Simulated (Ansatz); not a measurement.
GaSb:
```
GaSb
1.0
    4.36446     0.00000     0.00000
   -2.18223     3.77974     0.00000
    0.00000     0.00000     9.51327
Ga Sb
3 3
Direct
  0.00000   0.49989   0.66667
  0.50011   0.50011   0.00000
  0.49989   0.00000   0.33333
  0.00000   0.49995   0.16667
  0.50005   0.50005   0.50000
  0.49995   0.00000   0.83333
```

Relaxed with r²SCAN.

**Question.** Tabulate the valence density and the electron localisation function along the shortest Ga–Sb contact (2.70 Å), DFT-r²SCAN in the program Ansatz with PAW potentials.

**Answer.** 

```
distance from Ga (Å)  density (e/Å³)   ELF
--------------------  --------------  ----
0.27                           23.27  0.01
0.40                            9.44  0.04
0.54                            3.22  0.10
0.67                            1.24  0.20
0.81                            0.67  0.28
0.94                            0.47  0.34
1.08                            0.40  0.47
1.21                            0.38  0.64
1.35                            0.39  0.71
1.48                            0.44  0.66
1.62                            0.52  0.55
1.75                            0.69  0.43
1.89                            1.21  0.33
2.02                            2.54  0.21
2.16                            4.98  0.11
2.29                            8.36  0.05
2.43                           11.96  0.03
```

The density is the valence pseudo-density with augmentation charge, so density and ELF within about 1 Å of a nucleus are not all-electron values.

Space group P6_422. The start of the workflow was typed in or built on a structure type; neither database checked (COD, Materials Project) lists it. It is not the phase usual at ambient conditions (space group No. 216). The cell was relaxed with r²SCAN under the symmetry of its start; its stability against distortions is not shown here. Scalar-relativistic: spin–orbit coupling is off unless named, which matters more the heavier the elements.

Potentials: the earlier of the program's two PAW sets.
